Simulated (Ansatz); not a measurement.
Data:

AgNb₂CO₂:
```
AgNb2CO2
1.0
    3.07978     0.00000     0.00000
   -1.53989     2.66717     0.00000
    0.00000     0.00000     9.69985
O Nb C Ag
2 2 1 1
Direct
  0.33333   0.66667   0.75429
  0.66667   0.33333   0.24571
  0.66667   0.33333   0.87224
  0.33333   0.66667   0.12776
  0.00000   0.00000   0.00000
  0.00000   0.00000   0.50000
```

This is the PBE+D3(BJ)-relaxed structure.

All from DFT-PBE+D3(BJ) in the program Ansatz with PAW potentials, unless another level is named. Predict the highest zone-centre frequency.

699 cm⁻¹.

And the bulk modulus (Birch–Murnaghan fit)?

41.7 GPa.

Space group P-3m1. The cell is a constructed one: a structure type filled with these elements; neither database checked (COD, Materials Project) lists it. Its standing as an ambient phase is unchecked. Symmetry was held in the PBE+D3(BJ) relaxation. At this level the phase is mechanically unstable. The run is not spin-polarised. With an odd number of electrons in the cell and no spin polarisation, the count alone makes it a metal. As this level gives no gap, phonon frequencies hold no LO–TO term and depend on the k-mesh and smearing (Fermi–Dirac, 0.1 eV here).

Potentials: the later of the program's two PAW sets.
